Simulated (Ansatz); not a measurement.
Au:
```xyz
2
Lattice="2.8755 0.0000 0.0000 -1.4377 2.4902 0.0000 0.0000 0.0000 4.7572" Properties=species:S:1:pos:R:3 pbc="T T T"
Au     0.0000     1.6601     3.5679
Au     1.4377     0.8301     1.1893
```

Relaxed with PBEsol. Special points in fractions of this cell's reciprocal vectors: Γ (0.000, 0.000, 0.000); M (0.500, 0.000, 0.000); K (0.333, 0.333, 0.000); A (0.000, 0.000, 0.500); L (0.500, 0.000, 0.500); H (0.333, 0.333, 0.500).

**Question.** List the band energies nearest the Fermi level at these points for plane-wave PAW PBEsol with spin–orbit coupling (Ansatz code).

**Answer.** In eV from the Fermi level; about four levels below and three above (degenerate sets whole), none deeper than 8.9 eV; points with the same levels are listed once.

| k | below | above |
|---|---|---|
| Γ | -1.68 -1.68 -1.23 -1.23 | 2.95 2.95 14.42 14.42 |
| M | -1.81 -1.81 -1.41 -1.41 | 0.38 0.38 1.56 1.56 |
| K | -2.15 -2.15 -2.02 -2.02 | 2.24 2.24 2.26 2.26 |
| A | -2.25 -2.25 -2.25 -2.25 | 10.78 10.78 10.78 10.78 |
| L | -1.58 -1.58 -1.58 -1.58 | 0.31 0.31 0.31 0.31 |
| H | -2.14 -2.14 -1.92 -1.92 | 4.22 4.22 4.24 4.24 |

Space group P6_3/mmc (hcp (Mg type)). The workflow started from an entry of the Crystallography Open Database (COD), which files this formula under 2 space groups. It is not the phase usual at ambient conditions (space group No. 225). Symmetry was held in the PBEsol relaxation; of distortions, only those at the zone centre were tested.

Potentials: the earlier of the program's two PAW sets.
